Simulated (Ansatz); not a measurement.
**Structure optimisation: mercury, hcp**

Computed with DFT, LDA (PW92), plane waves (420 eV) with PAW, scalar-relativistic (Ansatz). (PAW data from PBE, frozen cores regenerated.)

k-point mesh 11×11×6, Fermi-Dirac smearing 0.1 eV, no spin polarisation. Cell and atoms relax.

Starting structure:

```cif
data_structure
_symmetry_space_group_name_H-M 'P 1'
_symmetry_Int_Tables_number 1
_cell_length_a 3.1955
_cell_length_b 3.1955
_cell_length_c 5.2182
_cell_angle_alpha 90.000
_cell_angle_beta 90.000
_cell_angle_gamma 120.000
_cell_volume 46.15
loop_
_atom_site_label
_atom_site_type_symbol
_atom_site_fract_x
_atom_site_fract_y
_atom_site_fract_z
_atom_site_occupancy
Hg1 Hg 0.33333 0.66667 0.25000 1
Hg2 Hg 0.66667 0.33333 0.75000 1
```

Question: What cell does the relaxation end in?

Answer: P6_3/mmc with a = 3.114 Å, c = 5.283 Å (c/a = 1.696); 22.19 Å³ per atom against 23.07 at the start (-3.8 %).

Question: How much energy does the relaxation gain?

Answer: 6.0 meV per atom.

Path of the relaxation (the plane waves are chosen anew near the end, which can shift the energy a little):

| step | E − E(final) (meV/atom) | V (Å³/atom) | P (GPa) | max force (eV/Å) |
| --- | --- | --- | --- | --- |
| 0 | 6.02 | 23.073 | -1.60 | 0.000 |
| 1 | 0.97 | 22.249 | -0.05 | 0.000 |
| 2 | 0.41 | 22.165 | 0.11 | 0.000 |
| 3 | -0.14 | 22.112 | 0.16 | 0.000 |
| 4 | -0.23 | 22.187 | 0.00 | 0.000 |
| 5 | 0.00 | 22.187 | 0.00 | 0.000 |
